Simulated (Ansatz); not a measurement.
An Ansatz (an electronic-structure program) run. Input:

Ansatz 0.2 input:
```yaml
crystal:
  lattice:
    - [2.509827307, 0.0, 0.0]
    - [-1.2549136535, 2.173574207, 0.0]
    - [0.0, 0.0, 8.2802933328]
  atoms:
    - { symbol: C, position: [0.0, 0.0, 0.5929373742] }
    - { symbol: C, position: [0.0, 0.0, 0.4070626258] }
    - { symbol: C, position: [0.0, 0.0, 0.0929373742] }
    - { symbol: C, position: [0.0, 0.0, 0.9070626258] }
    - { symbol: C, position: [0.3333333333, 0.6666666667, 0.3445026736] }
    - { symbol: C, position: [0.6666666667, 0.3333333333, 0.6554973264] }
    - { symbol: C, position: [0.6666666667, 0.3333333333, 0.8445026736] }
    - { symbol: C, position: [0.3333333333, 0.6666666667, 0.1554973264] }
kpoints:
  mp_grid: { grid: [13, 13, 4] }
hamiltonian:
  xc: r2scan
  pseudopotentials: { azcp: { folder: ./paw }, kind: paw }
scf:
  occupations: { method: fixed }
phonons:
  method: dfpt
  response_accuracy: low
  eigenvectors: true
  rigid_motions: translations
  dielectric: true
  raman: true
```

Output (shortened):

```
Pseudopotential: C, paw, valence charge 4
Functional definition: r2SCAN
Crystal: 8 atoms, lattice volume = 45.171 Å³
Basis set: ecut = 500 eV, 1165 PW (Γ), exchange–correlation on 100×100×320 points (125 copies of the dense FFT grid, shifted against one another)
Bands: 24, of which v1, the nominal top of the filled ones, is band 16 counted from 1 (15 counted from 0)
Symmetry: 24 space group operations
k-points: 189 of 676 (irreducible under 2 space group operations, time reversal used)
SCF 1 converged in 10 iterations: F = -2012.344111 eV  dr2 = 3.84e-13
── the response to a field inside a basis, on 18×18×6 k-points: an SCF that follows is theirs, and a resumed run solves both again ──
Crystal: 8 atoms, lattice volume = 45.171 Å³
Bands: 17, of which v1, the nominal top of the filled ones, is band 16 counted from 1 (15 counted from 0)
k-points: 270 of 1944 (irreducible under 8 space group operations)
SCF 1 converged in 5 iterations: F = -2012.330581 eV  dr2 = 3.84e-11
SCF converged after 10 iterations
Free energy (F): -2012.344111 eV
Harris-Foulkes:  -2012.344111 eV  (|F-HF|=6.82e-13)
Internal energy: -2012.344111 eV  (E = F + TS)
E sigma→0 (E₀):  -2012.344111 eV
Fermi energy:    13.538176 eV
--- Per-component energies (eV) ---
  E_band       = 123.557128
  E_kinetic    = 719.743879
  E_local      = -438.292026  (includes V_loc(G=0)·N_el)
  E_nonlocal   = 180.642380
  E_hartree    = 106.229559
  E_xc         = -375.848991
  E_vxc        = -516.728753  (∫ρ·V_xc dr)
  E_paw        = -811.735975  (= ΣΔE_a)
  E_vpaw       = -61.410668  (= ΣTr[D̂ρ^β])
  E_aug_tail   = 0.000027  (compensation charges beyond the density's cutoff)
  E_vtau       = 27.143169  (kinetic-family band-sum trace: ∫τ·v_τ [+ j·A + Jᵃ·Aᵃ] dr)
  E_ewald      = -1392.884772
  E_core_change = -0.198191  (= ΣΔE_core)
  E_smearing   =  0.000000  (= −TS)
  E_closure    = 0.000000  (closes the sum)
  Σ components = -2012.344111   (vs F -2012.344111, Δ=0.00e0)
--- Band table (eV; the first three rows and the last of 189) ---
  k-point 0: bands = ["-9.3558", "-7.6401", "-7.5256", "-3.4960", "-0.6901", "6.2470", "6.3576", "10.4137", "10.4137", "11.5816", "11.5816", "11.6937", "11.6937", "13.3070", "13.5382", "13.5382", "19.1295", "19.1295", "19.3034", "21.0627", "21.0627", …
  k-point 1: bands = ["-9.2439", "-8.3549", "-6.6072", "-4.2353", "0.2388", "4.0919", "8.5611", "10.4951", "10.4951", "11.1223", "11.1223", "12.2372", "12.2372", "12.5234", "13.3389", "13.3389", "19.3649", "19.3649", "19.7690", "20.6399", "20.6399", …
  k-point 2: bands = ["-8.9093", "-8.9093", "-5.4590", "-5.4590", "2.0256", "2.0256", "10.7294", "10.7294", "10.7355", "10.7355", "10.7355", "10.7355", "12.8450", "12.8450", "12.8450", "12.8450", "19.9490", "19.9490", "19.9490", "19.9490", "20.6255", …
  k-point 188: bands = ["-4.9103", "-4.9103", "-1.7240", "-1.7240", "1.8232", "1.8232", "3.7854", "3.7854", "5.4127", "5.4127", "5.9076", "5.9076", "7.0361", "7.0361", "9.7923", "9.7923", "20.3491", "20.3491", "21.6219", "21.6219", "24.2528", "24.2528", "25.2924", "25.2924"]
--- Phonons (Γ-DFPT): 4 representative perturbations + reference, on 189 of 676 k-points (Σ response iterations 22) ---
  ASR residual: 8.539e-4 → 0.000e0 eV/Å²; symmetrization residual: 6.418e-6 eV/Å²
  ASR residual per site (eV/Å²): 4.60e-4 4.60e-4 4.60e-4 4.60e-4 8.54e-4 8.54e-4 8.54e-4 8.54e-4
  Γ frequencies (cm⁻¹): 0.00 0.00 0.00 400.33 400.33 419.23 419.23 550.09 550.09 704.26 712.92 1056.26 1216.37 1216.37 1257.32 1257.32 1270.27 1270.27 1277.97 1310.36 1311.72 1324.19 1324.19 1335.95
  ε∞ (high-frequency dielectric tensor):
        5.680708     0.000000     0.000000
        0.000000     5.680708     0.000000
        0.000000     0.000000     5.912408
  ε⁰ (static dielectric tensor: ions relaxed, cell fixed):
        5.680889     0.000000     0.000000
        0.000000     5.680889     0.000000
        0.000000     0.000000     5.912413
  ε⁰ − ε∞ (ionic part):
        0.000181     0.000000     0.000000
        0.000000     0.000181     0.000000
        0.000000     0.000000     0.000005
  softest optical mode at Γ: 400.33 cm⁻¹; the repairs (sum rule, projections) moved no ω² at Γ by more than (4.78 cm⁻¹)²
  Born effective charges Z* (e; rows j = field, columns β = displacement):
    site 0:
         0.01923    0.00000    0.00000
         0.00000    0.01923    0.00000
         0.00000    0.00000   -0.00346
    site 1:
         0.01923    0.00000    0.00000
         0.00000    0.01923    0.00000
         0.00000    0.00000   -0.00346
    site 2:
         0.01923    0.00000    0.00000
         0.00000    0.01923    0.00000
         0.00000    0.00000   -0.00346
    site 3:
         0.01923    0.00000    0.00000
         0.00000    0.01923    0.00000
         0.00000    0.00000   -0.00346
    site 4:
        -0.01923    0.00000    0.00000
         0.00000   -0.01923    0.00000
         0.00000    0.00000    0.00346
    site 5:
        -0.01923    0.00000    0.00000
         0.00000   -0.01923    0.00000
         0.00000    0.00000    0.00346
    site 6:
        -0.01923    0.00000    0.00000
         0.00000   -0.01923    0.00000
         0.00000    0.00000    0.00346
    site 7:
        -0.01923    0.00000    0.00000
         0.00000   -0.01923    0.00000
         0.00000    0.00000    0.00346
  Z* charge neutrality: 2.224e-3 e pre-enforcement
  solved inside a basis spanned on kpoints, on 18×18×6 k-points: ε∞ is read to err by 1.8e-2, Z* by 4.8e-3 e (field_mesh: kpoints solves on kpoints) …
  Raman tensors (in the event stream and the table raman_tensors.tsv) …
  optical modes at Γ without the LO–TO term, one row a degenerate level:
      ω (cm⁻¹)  modes    IR ((D/Å)²/amu)  static Raman (Å⁴/amu)  depolarisation
        400.33      2             0.0000                 0.0000               —
        419.23      2             0.0000                 0.0019           0.750
        550.09      2             0.0000                 0.0719           0.750
        704.26      1             0.0000                 0.0000               —
        712.92      1             0.0000                 0.0000               —
       1056.26      1             0.0000                13.9861           0.123
       1216.37      2             0.0114                 0.0000               —
       1257.32      2             0.0000               235.3580           0.750
       1270.27      2             0.0000                 0.0000               —
       1277.97      1             0.0002                 0.0000               —
       1310.36      1             0.0000                 0.0000               —
       1311.72      1             0.0000               303.6162           0.682
       1324.19      2             0.0000               138.1338           0.750
       1335.95      1             0.0000                 0.0000               —
  optical modes at Γ + LO–TO along q̂ = [1.0000, 0.0000, 0.0000]:
      ω (cm⁻¹)  modes    IR ((D/Å)²/amu)  static Raman (Å⁴/amu)  depolarisation
        400.33      2             0.0000                 0.0000               —
        419.23      2             0.0000                 0.0019           0.750
        550.09      2             0.0000                 0.0719           0.750
        704.26      1             0.0000                 0.0000               —
        712.92      1             0.0000                 0.0000               —
       1056.26      1             0.0000                13.9861           0.123
       1216.37      1             0.0057                 0.0000               —
       1216.39      1             0.0057                 0.0000               —
       1257.32      2             0.0000               235.3580           0.750
       1270.27      2             0.0000                 0.0000               —
       1277.97      1             0.0002                 0.0000               —
       1310.36      1             0.0000                 0.0000               —
       1311.72      1             0.0000               303.6162           0.682
       1324.19      2             0.0000               138.1338           0.750
       1335.95      1             0.0000                 0.0000               —
  optical modes at Γ + LO–TO along q̂ = [0.0000, 1.0000, 0.0000]:
      ω (cm⁻¹)  modes    IR ((D/Å)²/amu)  static Raman (Å⁴/amu)  depolarisation
        400.33      2             0.0000                 0.0000               —
        419.23      2             0.0000                 0.0019           0.750
        550.09      2             0.0000                 0.0719           0.750
        704.26      1             0.0000                 0.0000               —
        712.92      1             0.0000                 0.0000               —
       1056.26      1             0.0000                13.9861           0.123
       1216.37      1             0.0057                 0.0000               —
       1216.39      1             0.0057                 0.0000               —
       1257.32      2             0.0000               235.3580           0.750
       1270.27      2             0.0000                 0.0000               —
       1277.97      1             0.0002                 0.0000               —
       1310.36      1             0.0000                 0.0000               —
       1311.72      1             0.0000               303.6162           0.682
       1324.19      2             0.0000               138.1338           0.750
       1335.95      1             0.0000                 0.0000               —
  optical modes at Γ + LO–TO along q̂ = [0.0000, 0.0000, 1.0000]:
      ω (cm⁻¹)  modes    IR ((D/Å)²/amu)  static Raman (Å⁴/amu)  depolarisation
        400.33      2             0.0000                 0.0000               —
        419.23      2             0.0000                 0.0019           0.750
        550.09      2             0.0000                 0.0719           0.750
        704.26      1             0.0000                 0.0000               —
        712.92      1             0.0000                 0.0000               —
       1056.26      1             0.0000                13.9861           0.123
       1216.37      2             0.0114                 0.0000               —
       1257.32      2             0.0000               235.3580           0.750
       1270.27      2             0.0000                 0.0000               —
       1277.97      1             0.0002                 0.0000               —
       1310.36      1             0.0000                 0.0000               —
       1311.72      1             0.0000               303.6162           0.682
       1324.19      2             0.0000               138.1338           0.750
       1335.95      1             0.0000                 0.0000               —
```

Cost: about 29 core-minutes (a rough figure) on shared cores.

Space group P6_3/mmc. The first step of the workflow began from a Materials Project structure, measured or hypothetical. Its sites differ from those of the usual phase in this space group: another stacking or structure type. Symmetry was held in the r²SCAN relaxation; phonons on a q-mesh show no instability.

Potentials: the earlier of the program's two PAW sets.

Ansatz is a plane-wave DFT program.
